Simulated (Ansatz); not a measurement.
AlGaN₂:
```
CELL_PARAMETERS angstrom
      3.11530     0.00000     0.00000
      0.00000     3.11530     0.00000
      0.00000     0.00000     4.38426
ATOMIC_POSITIONS crystal
  Al 0.50000 0.50000 0.50000
  Ga 0.00000 0.00000 0.00000
  N  0.50000 0.00000 0.74005
  N  0.00000 0.50000 0.25995
```

x, y and z are the axes in which the lattice vectors are written.

Question: Give the high-frequency dielectric tensor and the Born effective charge tensors of the independent atoms from DFPT, the program Ansatz at the LDA level (PAW).

Answer: 
ε∞:
```
5.08  0.00  0.00
0.00  5.08  0.00
0.00  0.00  5.06
```
Z* of atom 1 (Al), rows: field, columns: displacement, in e:
```
2.52  0.00  0.00
0.00  2.52  0.00
0.00  0.00  2.70
```
Z* of atom 2 (Ga), rows: field, columns: displacement, in e:
```
2.61  0.00  0.00
0.00  2.61  0.00
0.00  0.00  2.46
```
Z* of atom 3 (N), rows: field, columns: displacement, in e:
```
-2.68   0.00   0.00
 0.00  -2.44   0.00
 0.00   0.00  -2.58
```

Space group P-4m2. The workflow started from a Materials Project entry (that database holds measured and hypothetical structures alike); the Crystallography Open Database copy checked does not list it. With Al and Ga taken as one species the cell has the higher symmetry F-43m, so it may be an ordered model of a mixed-site phase. Whether it is the stable phase at ambient conditions was not checked. The LDA relaxation kept the symmetry of its start; its stability against distortions is not shown here. Scalar-relativistic: spin–orbit coupling is off unless named, which matters more the heavier the elements.

Potentials: the later of the program's two PAW sets.
